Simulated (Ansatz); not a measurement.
An Ansatz input and the part of its output that reports the observables at the nuclei.

The cell is a Materials Project structure (computed, not necessarily an observed phase).

```yaml
crystal:
  lattice:
    - [4.4368653857, 2.5616254248, 7.16210877]
    - [-4.4368653857, 2.5616254248, 7.16210877]
    - [0.0, -5.1232508496, 7.16210877]
  atoms:
    - { symbol: Ca, position: [0.37271303, 0.37271303, 0.37271303] }
    - { symbol: Ca, position: [0.87271303, 0.87271303, 0.87271303] }
    - { symbol: Ge, position: [0.64753384, 0.64753384, 0.64753384] }
    - { symbol: Ge, position: [0.14753384, 0.14753384, 0.14753384] }
    - { symbol: S, position: [0.50884863, 0.9459543, 0.29684857] }
    - { symbol: S, position: [0.9459543, 0.29684857, 0.50884863] }
    - { symbol: S, position: [0.29684857, 0.50884863, 0.9459543] }
    - { symbol: S, position: [0.00884863, 0.79684857, 0.4459543] }
    - { symbol: S, position: [0.79684857, 0.4459543, 0.00884863] }
    - { symbol: S, position: [0.4459543, 0.00884863, 0.79684857] }
    - { symbol: O, position: [0.4900127, 0.10660956, 0.31775209] }
    - { symbol: O, position: [0.10660956, 0.31775209, 0.4900127] }
    - { symbol: O, position: [0.31775209, 0.4900127, 0.10660956] }
    - { symbol: O, position: [0.9900127, 0.81775209, 0.60660956] }
    - { symbol: O, position: [0.81775209, 0.60660956, 0.9900127] }
    - { symbol: O, position: [0.60660956, 0.9900127, 0.81775209] }
    - { symbol: O, position: [0.47308001, 0.83531159, 0.77094137] }
    - { symbol: O, position: [0.83531159, 0.77094137, 0.47308001] }
    - { symbol: O, position: [0.77094137, 0.47308001, 0.83531159] }
    - { symbol: O, position: [0.97308001, 0.27094137, 0.33531159] }
    - { symbol: O, position: [0.27094137, 0.33531159, 0.97308001] }
    - { symbol: O, position: [0.33531159, 0.97308001, 0.27094137] }
    - { symbol: O, position: [0.39555114, 0.17274584, 0.64853491] }
    - { symbol: O, position: [0.17274584, 0.64853491, 0.39555114] }
    - { symbol: O, position: [0.64853491, 0.39555114, 0.17274584] }
    - { symbol: O, position: [0.89555114, 0.14853491, 0.67274584] }
    - { symbol: O, position: [0.14853491, 0.67274584, 0.89555114] }
    - { symbol: O, position: [0.67274584, 0.89555114, 0.14853491] }
    - { symbol: O, position: [0.51067276, 0.78210143, 0.47478822] }
    - { symbol: O, position: [0.78210143, 0.47478822, 0.51067276] }
    - { symbol: O, position: [0.47478822, 0.51067276, 0.78210143] }
    - { symbol: O, position: [0.01067276, 0.97478822, 0.28210143] }
    - { symbol: O, position: [0.97478822, 0.28210143, 0.01067276] }
    - { symbol: O, position: [0.28210143, 0.01067276, 0.97478822] }
kpoints:
  mp_grid: { grid: [3, 3, 3] }
scf:
  occupations: { method: fermi_dirac, width: 0.02 }
hamiltonian:
  xc: r2scan
  pseudopotentials: { kind: paw }
output:
  forces: true
  stress: true
  populations: true
  efg:
    quadrupole_moments_barn: { Ca: -0.0408, Ge: -0.196, S: -0.0694, O: -0.02558 }
    contact_densities: true
```

```sh
ansatz run input.yaml --threads 1 --pin off --max-ram 2560MiB --backend cpu --events-out ev --progress --plain --runs-dir out
```

Of the output, the block on the nuclei alone is shown; the set-up, the SCF iterations, energies, forces and stress are cut. One atom of each set with nearly equal values is shown.

```
--- PAW observables at the nuclei: V_zz in 10²¹ V/m², potentials from the cell's mean, atoms counted from 1 ---
  atom   1  Ca V_zz =    +2.954129   η = 0.0000   by run symmetry: allowed   C_q = -2.9144 MHz
            electrostatic potential = -2211.627297 V   contact ρ = 41203.164716 e/Å³
  atom   3  Ge V_zz =    +0.124110   η = 0.0000   by run symmetry: allowed   C_q = -0.5882 MHz
            electrostatic potential = -4313.806868 V   contact ρ = 210015.510310 e/Å³
  atom   5  S  V_zz =    -4.779670   η = 0.3830   by run symmetry: allowed   C_q = +8.0207 MHz
            electrostatic potential = -1621.647584 V   contact ρ = 19724.240387 e/Å³
  atom  11  O  V_zz =   +12.879822   η = 0.1579   by run symmetry: allowed   C_q = -7.9664 MHz
            electrostatic potential = -618.596828 V   contact ρ = 2152.705812 e/Å³
  atom  17  O  V_zz =   +18.058984   η = 0.3310   by run symmetry: allowed   C_q = -11.1699 MHz
            electrostatic potential = -617.409847 V   contact ρ = 2151.745230 e/Å³
  atom  23  O  V_zz =   +13.135839   η = 0.0978   by run symmetry: allowed   C_q = -8.1248 MHz
            electrostatic potential = -618.505614 V   contact ρ = 2152.481707 e/Å³
  atom  29  O  V_zz =   +17.176892   η = 0.4727   by run symmetry: allowed   C_q = -10.6243 MHz
            electrostatic potential = -617.581281 V   contact ρ = 2151.977461 e/Å³
```

The run took 3.3 min of wall time (3.3 min of CPU time) and 2.3 GiB at its peak, on 1 thread of Arm Neoverse V1 (aarch64; 8 cores open to the job, memory cap 2.5 GiB, no GPU), a shared host with a load of 0.4 a core.

The largest force is 0.4 eV/Å, so the atoms aren't at the calculated equilibrium and relaxing them would move these values.
